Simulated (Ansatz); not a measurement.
The start is a generated cell, Ti placed in the AFLOW prototype A_tP12_96_ab (as in Si). A full variable-cell relaxation at zero pressure is run with r2SCAN (plane waves to 500 eV, PAW, scalar-relativistic; Ansatz, a quantum-chemistry and plane-wave program). First-step values are on the input's coarse k-mesh.

Ansatz input (later rounds restart from its end on a renewed k-mesh):
Ansatz 0.2 input:
```yaml
crystal:
  lattice:
    - [5.5191986, 0, 0]
    - [0, 5.5191986, 0]
    - [0, 0, 6.9541888]
  atoms:
    - { symbol: Ti, position: [0.0849, 0.0849, 0] }
    - { symbol: Ti, position: [0.5849, 0.4151, 0.25] }
    - { symbol: Ti, position: [0.4151, 0.5849, 0.75] }
    - { symbol: Ti, position: [0.9151, 0.9151, 0.5] }
    - { symbol: Ti, position: [0.1752, 0.3792, 0.2742] }
    - { symbol: Ti, position: [0.6752, 0.1208, 0.9758] }
    - { symbol: Ti, position: [0.3248, 0.8792, 0.4758] }
    - { symbol: Ti, position: [0.8248, 0.6208, 0.7742] }
    - { symbol: Ti, position: [0.6208, 0.8248, 0.2258] }
    - { symbol: Ti, position: [0.1208, 0.6752, 0.0242] }
    - { symbol: Ti, position: [0.8792, 0.3248, 0.5242] }
    - { symbol: Ti, position: [0.3792, 0.1752, 0.7258] }
basis: { ecutwfc: 500, ecutrho_ratio: 4, xc_grid: 4, fft_grid_basis: typed }
kpoints: { mp_grid: { grid: [5, 5, 4] } }
hamiltonian:
  xc: r2scan
  dispersion: none
  pseudopotentials: { azcp: { folder: ./paw }, kind: paw }
scf: { occupations: { method: fermi_dirac, width: 0.05 } }
relax: { f_tol: 0.01, max_steps: 100, cell: { stress_tol: 0.02 } }
output: { forces: true, stress: true }
```

Problem. How do the shortest distances between atoms change?

Solution. The closest pairs of elements (up to four, under 3.6 Å), start → end: Ti–Ti 2.28 → 2.69 Å.

Problem. Is the relaxed structure metallic? Give its gap.

Solution. Zero (metallic).

Problem. What does it relax into? Give the structure.

Solution. 
Space group P4₃2₁2 (No. 96); a = b = 5.127 Å, c = 8.068 Å, α = β = γ = 90.00°

```csv
atom,site,symmetry,x,y,z
Ti,4a,..2,0.1402,0.1402,0.0000
Ti,8b,1,0.1423,0.2459,0.3399
```

The space group stays P4₃2₁2 (No. 96) (the run could not lower it), with 12 atoms in the primitive cell. Final values are on a 8×8×5 k-mesh of the relaxed cell. The start holds a very short contact (Ti–Ti 2.28 Å). No spin polarisation in the result.

The run could not lose the symmetry of its start: the end is stationary, and may be a saddle point rather than a minimum.

The relaxed structure here is a generated cell of Ti: the first start was made by placing the elements on the sites of a structure type, and the end was not matched to a known phase here, so it may be hypothetical. Known forms of Ti include space group No. 194.
